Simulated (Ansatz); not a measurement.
ScAgSe₂ in space group P-3m1 (No. 164; Sc on 1a, Ag on 1b, Se on 2d), the program Ansatz at the r²SCAN level (PAW), all energies at zero smearing, with the estimated change up to a 700 eV cutoff added, with one set of potentials and settings (totals compare only within such a set). Cell of 4 atoms (1 Sc, 1 Ag, 2 Se): -20705.937 eV.

```json
[
 {"element": "Sc", "reference phase": "P6_3/mmc, 2 atoms in the cell", "E (eV/atom)": "-2140.5738"},
 {"element": "Ag", "reference phase": "R-3m, 3 atoms in the cell", "E (eV/atom)": "-7603.9440"},
 {"element": "Se", "reference phase": "P3_121, 3 atoms in the cell", "E (eV/atom)": "-5478.1269"}
]
```

Formation energy per atom, worked out: (-20705.937 − 1×(-2140.5738) − 1×(-7603.9440) − 2×(-5478.1269))/4 = -1.291 eV/atom (-125 kJ per mol of atoms), at 0 K, without zero-point energy or fitted corrections.

The workflow started from a Materials Project entry (that database holds measured and hypothetical structures alike); the Crystallography Open Database copy checked does not list it. With Sc and Ag taken as one species the cell has the higher symmetry P6_3/mmc, so it may be an ordered model of a mixed-site phase. Whether it is the stable phase at ambient conditions was not checked. The cell was relaxed with r²SCAN under the symmetry of its start; its stability against distortions is not shown here. The run is not spin-polarised. The references are the lowest solids computed at this level, not always the standard phases.

Potentials: the later of the program's two PAW sets.
